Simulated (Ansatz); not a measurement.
InP (zinc blende)

```yaml
crystal:
  lattice:
    - [0.00000, 2.97977, 2.97977]
    - [2.97977, 0.00000, 2.97977]
    - [2.97977, 2.97977, 0.00000]
  atoms:
    - { symbol: P, position: [0.75000, 0.75000, 0.75000] }
    - { symbol: In, position: [0.00000, 0.00000, 0.00000] }
```

In this cell atom 2 (In, nearest neighbour P at 2.581 Å; its periodic images, 4.2 Å or more away, move with it) is moved by u·(1.000, 0.000, 0.000) + v·(0.000, 0.000, 1.000); the rest is frozen.

Computed with PBE (plane waves to 420 eV, PAW, scalar-relativistic; Ansatz, an electronic-structure program). k mesh 8×8×8 (Γ-centred), Fermi-Dirac smearing 0.05 eV. Compression counts positive. As the smearing reaches across the gap at some points, energies and forces of such displacements shift with the k mesh and the smearing. InP was relaxed with its symmetry unable to fall. The last digit holds for this mesh only.

Changes of P (GPa) from the point u = 0.000 Å, v = 0.000 Å when one coordinate moves alone (two changes are said to add if the coupling is within 5 % of the smaller one, nearly so within 20 %):

| point | change |
|---|---|
| u = 0.000 Å, v = -0.650 Å | 7.96 |
| u = 0.000 Å, v = -0.433 Å | 3.86 |
| u = 0.000 Å, v = -0.217 Å | 1.01 |
| u = -0.650 Å, v = 0.000 Å | 7.96 |
| u = -0.433 Å, v = 0.000 Å | 3.86 |
| u = -0.217 Å, v = 0.000 Å | 1.01 |
| u = 0.217 Å, v = 0.000 Å | 1.01 |
| u = 0.433 Å, v = 0.000 Å | 3.86 |
| u = 0.650 Å, v = 0.000 Å | 7.96 |
| u = 0.000 Å, v = 0.217 Å | 1.01 |
| u = 0.000 Å, v = 0.433 Å | 3.86 |
| u = 0.000 Å, v = 0.650 Å | 7.96 |

**Question.** What is the change at u = 0.650 Å, v = -0.433 Å, where both move, and how far is it from the sum?

**Answer.** The sum of the single changes is 7.96 + (3.86) = 11.82; the calculation gives 15.31, so the coupling contributes 3.49 (over 20 % of the smaller single change, not additive).

**Question.** Do the two effects add at u = -0.650 Å, v = 0.217 Å? Give the computed change.

**Answer.** The sum of the single changes is 7.96 + (1.01) = 8.97; the calculation gives 9.87, so the coupling contributes 0.90 (over 20 % of the smaller single change, not additive).

(For displaced atoms, the force is minus the slope of the energy, and its curvature is a force constant, which sets phonon frequencies.)
